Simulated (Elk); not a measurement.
The cell is the one relaxed in the Materials Project (mp-823), not relaxed further here; entries there can be hypothetical.

A run on TiCo: DFT, PBE, all-electron APW+lo, Dirac cores, scalar-relativistic bands (Elk 11.2.3 with local patches). The input:

```
tasks
  0
  110
  115
  15

xctype
  20

rgkmax
  8.0

gmaxvr
  16.0

lmaxapw
  10

lmaxo
  7

lmaxi
  1

nrmtscf
  2.0

nempty
  8

epspot
  1e-06

epsengy
  1e-05

maxscl
  120

hmaxvr
  6.0

lradstp
  4

swidth
  0.002

reducebf
  0.5

spinpol
  .true.

tforce
  .true.

sppath
  './'

avec
  5.64293194884 0.00000000000 0.00000000000
  0.00000000000 5.64293194884 0.00000000000
  0.00000000000 0.00000000000 5.64293194884

atoms
  2
  'Ti.in'
  1
  0.000000000000 0.000000000000 0.000000000000   0.000 0.000 0.500
  'Co.in'
  1
  0.500000000000 0.500000000000 0.500000000000   0.000 0.000 -0.500

ngridk
  11 11 11
```

Sphere radii set in the species files: Co 2.25, Ti 2.25 bohr.

Total energy and RMS change of the potential by loop (first and last loops):

```json
{"loop": "1", "E (Ha)": "-2247.650537", "RMS ΔV (Ha)": "–"}
{"loop": "2", "E (Ha)": "-2247.252904", "RMS ΔV (Ha)": "2.43e+00"}
{"loop": "3", "E (Ha)": "-2248.845760", "RMS ΔV (Ha)": "2.41e+00"}
{"loop": "4", "E (Ha)": "-2248.999738", "RMS ΔV (Ha)": "1.76e+00"}
{"loop": "5", "E (Ha)": "-2248.190306", "RMS ΔV (Ha)": "7.37e-01"}
{"loop": "23", "E (Ha)": "-2247.324513", "RMS ΔV (Ha)": "1.76e-05"}
{"loop": "24", "E (Ha)": "-2247.324606", "RMS ΔV (Ha)": "3.92e-06"}
{"loop": "25", "E (Ha)": "-2247.324634", "RMS ΔV (Ha)": "1.88e-06"}
{"loop": "26", "E (Ha)": "-2247.324650", "RMS ΔV (Ha)": "2.35e-06"}
{"loop": "27", "E (Ha)": "-2247.324633", "RMS ΔV (Ha)": "1.48e-06"}
{"loop": "28", "E (Ha)": "-2247.324620", "RMS ΔV (Ha)": "2.11e-07"}
{"loop": "29", "E (Ha)": "-2247.324620", "RMS ΔV (Ha)": "1.42e-07"}
{"loop": "30", "E (Ha)": "-2247.324619", "RMS ΔV (Ha)": "–"}
```

Messages:

```
Error(writeefg): lmaxi too small for calculating the EFG : 1
 Run the ground-state calculation again with lmaxi >= 2
```

Did this run give a result to trust?

In part. The ground state converged and stands; the field-gradient step (task 115) then stopped, since the gradient needs l = 2 in the inner part of the spheres and lmaxi = 1 leaves it out. lmaxi of 2 or more cures it.
